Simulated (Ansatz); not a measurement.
ZnInGaO₄:
```cif
data_GaInO4Zn
_chemical_formula_sum 'In1 Ga1 Zn1 O4'
_space_group_name_H-M_alt 'P 1'
_space_group_IT_number 1
_cell_length_a 8.79883
_cell_length_b 8.79883
_cell_length_c 8.79883
_cell_angle_alpha 21.686
_cell_angle_beta 21.686
_cell_angle_gamma 21.686
loop_
_space_group_symop_operation_xyz
  'x, y, z'
loop_
_atom_site_label
_atom_site_type_symbol
_atom_site_fract_x
_atom_site_fract_y
_atom_site_fract_z
_atom_site_occupancy
In1 In 0.99693 0.99693 0.99693 1
Ga1 Ga 0.21289 0.21289 0.21289 1
Zn1 Zn 0.78125 0.78125 0.78125 1
O1 O 0.13652 0.13652 0.13652 1
O2 O 0.87897 0.87897 0.87897 1
O3 O 0.28863 0.28863 0.28863 1
O4 O 0.70480 0.70480 0.70480 1
```

Relaxed with r²SCAN. r²SCAN in the plane-wave PAW code Ansatz gives a gap of 1.77 eV.

**Question.** What gap does HSE06 give on the same cell (Ansatz, PAW)?

**Answer.** 3.01 eV, 1.25 eV more. The hybrid was solved on a coarser mesh and at special points; its gap is the smallest among all of these.

Cost on shared cores: the r²SCAN run (SCF on a 10×10×10 mesh, then bands and DOS) about 6 core-minutes (a rough figure), the HSE06 run (SCF on 6×6×6, then a few points) around 8 core-minutes (rough); the tasks are unlike.

Space group R3m. The r²SCAN relaxation kept the symmetry of its start. Scalar-relativistic: spin–orbit coupling is off unless named, which matters more the heavier the elements.

Potentials: the later of the program's two PAW sets.
